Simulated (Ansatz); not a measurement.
Here is the system:

Zr5Sb3S:
```
Zr5Sb3S
1.0
    8.45689     0.00000     0.00000
   -4.22844     7.32388     0.00000
    0.00000     0.00000     6.09777
Zr Sb S
10 6 2
Direct
  0.33333   0.66667   0.50000
  0.66667   0.33333   0.50000
  0.66667   0.33333   0.00000
  0.33333   0.66667   0.00000
  0.74989   0.00000   0.25000
  0.25011   0.00000   0.75000
  0.74989   0.74989   0.75000
  0.25011   0.25011   0.25000
  0.00000   0.74989   0.25000
  0.00000   0.25011   0.75000
  0.39828   0.00000   0.25000
  0.60172   0.00000   0.75000
  0.39828   0.39828   0.75000
  0.60172   0.60172   0.25000
  0.00000   0.39828   0.25000
  0.00000   0.60172   0.75000
  0.00000   0.00000   0.50000
  0.00000   0.00000   0.00000
```

This is the r²SCAN-relaxed structure.

Question: All from DFT-r²SCAN in the program Ansatz with PAW potentials, unless another level is named. Estimate the electronic character.

Answer: metallic (no gap).

Question: What about the density of states at the Fermi level?

Answer: 0.47 states/eV per atom (mean over ±0.08 eV).

Question: Next, the formation energy from the elements (no fitted shifts)?

Answer: -1.07 eV/atom.

Space group P6_3/mcm. The workflow started from a Materials Project entry (that database holds measured and hypothetical structures alike); the Crystallography Open Database copy checked does not list it. Its standing as an ambient phase is unchecked. The cell was relaxed with r²SCAN under the symmetry of its start; whether a distortion lowers the energy is not shown. The run is not spin-polarised. The references are the lowest solids computed at this level, not always the standard phases. Scalar-relativistic: spin–orbit coupling is off unless named, which matters more the heavier the elements.

Potentials: the earlier of the program's two PAW sets.
